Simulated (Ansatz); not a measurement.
## Ba₃HfO: computed properties

Method: DFT PBE, scalar-relativistic, plane waves, PAW (Ansatz 0.2.0).

Cutoff 420 eV; k points 6×6×10 on the computed 5-atom cell (Γ-centred); Gaussian smearing, width 0.10 eV; no spin polarisation.

The structure is relaxed at this level of theory with its symmetry kept, and needn't be the ground state of this composition.

```cif
data_structure
_symmetry_space_group_name_H-M 'P 1'
_symmetry_Int_Tables_number 1
_cell_length_a 7.9703
_cell_length_b 7.9703
_cell_length_c 4.0078
_cell_angle_alpha 90.000
_cell_angle_beta 90.000
_cell_angle_gamma 120.000
_cell_volume 220.49
loop_
_atom_site_label
_atom_site_type_symbol
_atom_site_fract_x
_atom_site_fract_y
_atom_site_fract_z
_atom_site_occupancy
Ba1 Ba 0.50000 0.00000 0.00000 1
Ba2 Ba 0.00000 0.50000 0.00000 1
Ba3 Ba 0.50000 0.50000 0.00000 1
Hf1 Hf 0.00000 0.00000 0.00000 1
O1 O 0.00000 0.00000 0.50000 1
```

| Item | Value |
| --- | --- |
| Space group | P6/mmm (No. 191) |
| Volume per atom | 44.10 Å³ |
| Formation energy from the elements' standard states (uncorrected) | -0.405 eV/atom |
| Kohn–Sham band gap | none (metal) |
| Density of states at the Fermi level | 6.1 states/eV per cell |
| Bader charge by site (e) | Ba (3 in the cell) 0.27, Hf (1 in the cell) 0.60, O (1 in the cell) -1.41 |

Spin-orbit coupling is left out, which matters for the bands of heavy elements. Spin polarisation was left out, and a magnetic state may lie lower.

Another cell of Ba3HfO relaxed alike, in P4/mmm, lies 296 meV/atom lower, so this cell isn't the stable form at this level.

The cell was found from a structure generator's guess, not taken from experiment.
